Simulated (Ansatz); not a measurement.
KCl:
```
CELL_PARAMETERS angstrom
      0.00000     3.14652     3.14652
      3.14652     0.00000     3.14652
      3.14652     3.14652     0.00000
ATOMIC_POSITIONS crystal
  K  0.00000 0.00000 0.00000
  Cl 0.50000 0.50000 0.50000
```

Relaxed with r²SCAN.

**Question.** Map the valence electron density (e/Å³), cut off at 2 on the plane through (0.000, 0.000, 0.000) spanned by u = [1, 0, 0] and v = [0, 1, -1] in lattice vectors, from DFT-r²SCAN in the program Ansatz with PAW potentials.

**Answer.** x is the fraction of u, y of v (the angle between them is 90°; rows are the nearest grid lines); atoms in the plane: K at (0.00, 0.00), Cl at (0.50, 0.50).
```
|@@@@+:           :+@@@@|
|@@@@=.           .=@@@@|
|@@@#-.           .-#@@@|
|@@#=:             :=#@@|
|+=-:.             .:-=+|
|:..      .....      ..:|
|        .:::::.        |
|       .:-=+=-:.       |
|      .:=*%%%*=:.      |
|     .:-*%%#%%*-:.     |
|     .:=%%=.=%%=:.     |
|     .:+%#. .#%+:.     |
|     .:=%%=.=%%=:.     |
|     .:-*%%#%%*-:.     |
|      .:=*%%%*=:.      |
|       .:-=+=-:.       |
|        .:::::.        |
|:..      .....      ..:|
|+=-:.             .:-=+|
|@@#=:             :=#@@|
|@@@#-.           .-#@@@|
|@@@@=.           .=@@@@|
|@@@@+:           :+@@@@|
```
Scale: ten equal steps from 0.000 (start of ' ') to 2.00 (end of '@'), in the order ' .:-=+*#%@'; x runs from 0.000 to 1.00, y from 0.000 (bottom) to 1.00 (top).

The density is the valence pseudo-density with augmentation charge, so density and ELF within about 1 Å of a nucleus are not all-electron values.

Space group Fm-3m (rock salt). The cell was relaxed with r²SCAN under the symmetry of its start; phonons on a q-mesh show no instability.

Potentials: the later of the program's two PAW sets.
